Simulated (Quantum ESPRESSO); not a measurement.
# Quadrupole interaction in Sr2TiSnO6

```xyz
10
Lattice="0.0000 4.0293 4.0293 4.0293 0.0000 4.0293 4.0293 4.0293 0.0000" Properties=species:S:1:pos:R:3 pbc="T T T"
Sr     2.0146     2.0146     2.0146
Sr     6.0439     6.0439     6.0439
Ti     4.0293     4.0293     4.0293
Sn     0.0000     0.0000     0.0000
O      2.0621     4.0293     4.0293
O      5.9964     4.0293     4.0293
O      4.0293     2.0621     4.0293
O      4.0293     5.9964     4.0293
O      4.0293     4.0293     2.0621
O      4.0293     4.0293     5.9964
```
The geometry is a computed Materials Project entry, not a measured one. It is Sr2TiSnO6 in Fm-3m; whether this form has been observed was not checked. Stability against distortions was not tested. The run has no spin polarisation.

Computed: field gradients by PBE PAW (JTH datasets; density from pw.x of a modified build of Quantum ESPRESSO, gradients reconstructed from it by a script), 22.5 Ha, k-mesh 5×5×5 through Γ.

```csv
site,site symmetry,Vzz (10²¹ V/m²),η_Q,∣C_Q∣ (MHz)
"Sr (atoms 1, 2)",-43m,0,–,0 (⁸⁷Sr)
Ti (atom 3),m-3m,0,–,0 (⁴⁷Ti)
Sn (atom 4),m-3m,0,–,–
"O (atoms 5, 6, 7, 8, 9, 10)",4mm,5.80,0.00,3.59 (¹⁷O)
```

Quadrupole moments taken as inputs (sizes, barn, from the tables of PySCF and pymatgen): ⁸⁷Sr 0.305, ⁴⁷Ti 0.302, ¹⁷O 0.0256.

Principal values are ordered |Vxx| ≤ |Vyy| ≤ |Vzz|, η = (Vxx − Vyy)/Vzz, and C_Q = eQVzz/h is given by its size. Cores are frozen. Against all-electron runs on small test molecules, this scheme's |Vzz| missed by −2 to +6 % on O.
